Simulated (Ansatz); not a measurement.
GaAs (zinc blende)

```
CELL_PARAMETERS angstrom
      0.00000     2.82951     2.82951
      2.82951     0.00000     2.82951
      2.82951     2.82951     0.00000
ATOMIC_POSITIONS crystal
  As 0.75000 0.75000 0.75000
  Ga 0.00000 0.00000 0.00000
```

The slice is a {100} plane (indices of the conventional cell) through the point (0.000, 0.000, 0.000) (fractional), spanned by u = [100] and v = [0 1 -1] in vectors of this cell: u (4.00 Å) and v (4.00 Å, at 90° to u). It covers one period; positions are fractions (u, v).

Computed with PBEsol (plane waves to 420 eV, PAW, scalar-relativistic; Ansatz, a program for electronic structure). k mesh 10×10×10. These are valence fields of a PAW run, semicore shells included where kept as valence: close to a nucleus they are smooth pseudo fields. GaAs was relaxed with its symmetry unable to fall.

Task: Sketch the electrostatic potential energy of an electron, from the cell's mean on this plane as a map.

Result: 
```tsv
v \ u	0.00	0.14	0.29	0.43	0.57	0.71	0.86
0.93	x	x	-0.1	3.6	3.6	-0.1	x
0.86	x	x	1.6	4.2	4.2	1.6	x
0.79	x	<-3.0	3.3	4.8	4.8	3.3	<-3.0
0.71	-0.9	1.6	4.5	5.4	5.4	4.5	1.6
0.64	2.5	3.6	5.1	5.7	5.7	5.1	3.6
0.57	3.3	4.2	5.4	5.9	5.9	5.4	4.2
0.50	3.4	4.2	5.4	5.9	5.9	5.4	4.2
0.43	3.3	4.2	5.4	5.9	5.9	5.4	4.2
0.36	2.5	3.6	5.1	5.7	5.7	5.1	3.6
0.29	-0.9	1.6	4.5	5.4	5.4	4.5	1.6
0.21	x	<-3.0	3.3	4.8	4.8	3.3	<-3.0
0.14	x	x	1.6	4.2	4.2	1.6	x
0.07	x	x	-0.1	3.6	3.6	-0.1	x
0.00	x	x	-0.9	3.3	3.3	-0.9	x
```

Values: electrostatic potential energy of an electron, from the cell's mean, in eV. Points within 1 Å of a nucleus are blanked (x), as the pseudised field means little there. Values under -3 eV are set to -3. The zero, the cell's mean, hangs on the PAW cores.
